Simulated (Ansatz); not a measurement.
Level of theory: Ansatz, DFT PBE, scalar-relativistic, plane waves, PAW. All cells share a 420 eV cutoff and Γ-centred k meshes spaced at most about 0.3 Å⁻¹ (about 0.25 or finer for metals, 2π included). No spin polarisation in the final relaxations.

Temperature and zero-point effects are left out. All come from trial cells, and lower structures may exist.

Question: These unrelaxed guesses for Zr2BiN2 are each relaxed within their symmetry. Order them by the energy at which they end, lowest first.
A.

```cif
data_structure
_symmetry_space_group_name_H-M 'P4mm'
_symmetry_Int_Tables_number 99
_cell_length_a 3.8693
_cell_length_b 3.8693
_cell_length_c 6.2544
_cell_angle_alpha 90.000
_cell_angle_beta 90.000
_cell_angle_gamma 90.000
_cell_volume 93.64
loop_
_atom_site_label
_atom_site_type_symbol
_atom_site_symmetry_multiplicity
_atom_site_Wyckoff_symbol
_atom_site_fract_x
_atom_site_fract_y
_atom_site_fract_z
_atom_site_occupancy
Zr1 Zr 2 c 0.50000 0.00000 0.54891 1
Bi1 Bi 1 a 0.00000 0.00000 0.09963 1
N1 N 1 a 0.00000 0.00000 0.80017 1
N2 N 1 a 0.00000 0.00000 0.44794 1
```

B.

```cif
data_structure
_symmetry_space_group_name_H-M 'P4_2/mmc'
_symmetry_Int_Tables_number 131
_cell_length_a 4.1530
_cell_length_b 4.1530
_cell_length_c 8.1290
_cell_angle_alpha 90.000
_cell_angle_beta 90.000
_cell_angle_gamma 90.000
_cell_volume 140.21
loop_
_atom_site_label
_atom_site_type_symbol
_atom_site_symmetry_multiplicity
_atom_site_Wyckoff_symbol
_atom_site_fract_x
_atom_site_fract_y
_atom_site_fract_z
_atom_site_occupancy
Zr1 Zr 4 m 0.21901 0.50000 0.00000 1
Bi1 Bi 2 e 0.00000 0.00000 0.75000 1
N1 N 4 k 0.50000 0.18437 0.00000 1
```

C.

```cif
data_structure
_symmetry_space_group_name_H-M 'P4/mmm'
_symmetry_Int_Tables_number 123
_cell_length_a 4.0927
_cell_length_b 4.0927
_cell_length_c 5.6194
_cell_angle_alpha 90.000
_cell_angle_beta 90.000
_cell_angle_gamma 90.000
_cell_volume 94.12
loop_
_atom_site_label
_atom_site_type_symbol
_atom_site_symmetry_multiplicity
_atom_site_Wyckoff_symbol
_atom_site_fract_x
_atom_site_fract_y
_atom_site_fract_z
_atom_site_occupancy
Zr1 Zr 2 e 0.50000 0.00000 0.50000 1
Bi1 Bi 1 a 0.00000 0.00000 0.00000 1
N1 N 2 h 0.50000 0.50000 0.80279 1
```

D.

```cif
data_structure
_symmetry_space_group_name_H-M 'P4/mmm'
_symmetry_Int_Tables_number 123
_cell_length_a 4.5078
_cell_length_b 4.5078
_cell_length_c 4.4383
_cell_angle_alpha 90.000
_cell_angle_beta 90.000
_cell_angle_gamma 90.000
_cell_volume 90.19
loop_
_atom_site_label
_atom_site_type_symbol
_atom_site_symmetry_multiplicity
_atom_site_Wyckoff_symbol
_atom_site_fract_x
_atom_site_fract_y
_atom_site_fract_z
_atom_site_occupancy
Zr1 Zr 2 f 0.50000 0.00000 0.00000 1
Bi1 Bi 1 c 0.50000 0.50000 0.00000 1
N1 N 2 e 0.50000 0.00000 0.50000 1
```

Answer: C (ends in P4/mmm, 0 meV/atom), A (ends in P4/mmm, 299 meV/atom), B (ends in P4_2/mmc, 0.45 eV/atom), D (ends in P4/mmm, 0.74 eV/atom).

These runs have no spin–orbit coupling, which can matter for Bi. Cells relaxed within their symmetry can be saddle points. Some structure types and database cells were kept out of the candidates from the start, so a known form may be missing.
